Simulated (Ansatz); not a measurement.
# Calculated ²³Na nuclear quadrupole resonance for Na5InO4

Cell: a computed structure from the Materials Project (it need not be an observed phase), ions relaxed with PBE at fixed cell.

```cif
data_Na5InO4
_symmetry_space_group_name_H-M 'Pmmn:1'
_symmetry_Int_Tables_number 59
_cell_length_a 7.3558
_cell_length_b 7.5570
_cell_length_c 5.4442
_cell_angle_alpha 90.000
_cell_angle_beta 90.000
_cell_angle_gamma 90.000
loop_
_atom_site_label
_atom_site_type_symbol
_atom_site_symmetry_multiplicity
_atom_site_Wyckoff_symbol
_atom_site_fract_x
_atom_site_fract_y
_atom_site_fract_z
Na1 Na 8 g 0.7396 0.6938 0.2551
Na3 Na 2 b 0.0000 0.5000 0.8036
In In 2 a 0.0000 0.0000 0.2223
O13 O 4 e 0.0000 0.2353 0.0174
O15 O 4 f 0.7598 0.0000 0.4237
```

One atom of each set is listed.

Computed with Ansatz: DFT, PBE, plane waves and PAW, scalar-relativistic, 420 eV cutoff, Γ-centred 3×3×4 k-points, Fermi–Dirac smearing 0.02 eV.

²³Na: I = 3/2, Q = 104.0 mb (year-2017 value). Static lattice, zero field.

Sites with a gradient: Na1 (8 atoms; 4 O at 2.28–2.49 Å); Na3 (2 atoms; 4 O at 2.28–2.31 Å).

(1) The simulated spectrum has lines at 0.772, 2.34 MHz. Sort them into the sets that belong together, and say which site each set most likely comes from.

## Answers

(1) For I = 3/2 there is one line, ν = (|C_Q|/2)(1 + η²/3)^½. Na1: 2.34 MHz (|C_Q| = 4.34 MHz, η = 0.69). Na3: 0.772 MHz (|C_Q| = 1.52 MHz, η = 0.33).

The sites follow from the calculation. Like point charges on the first shell alone (each adding as 1/d³) would give the same order.

The relaxation (3 steps) took 72 s of wall time (73 s of CPU time) and 0.7 GiB at its peak, on 1 thread of Arm Neoverse V2 (aarch64; 8 cores open to the job, memory cap 3.0 GiB, no GPU), a shared host with a load of 0.7 a core.
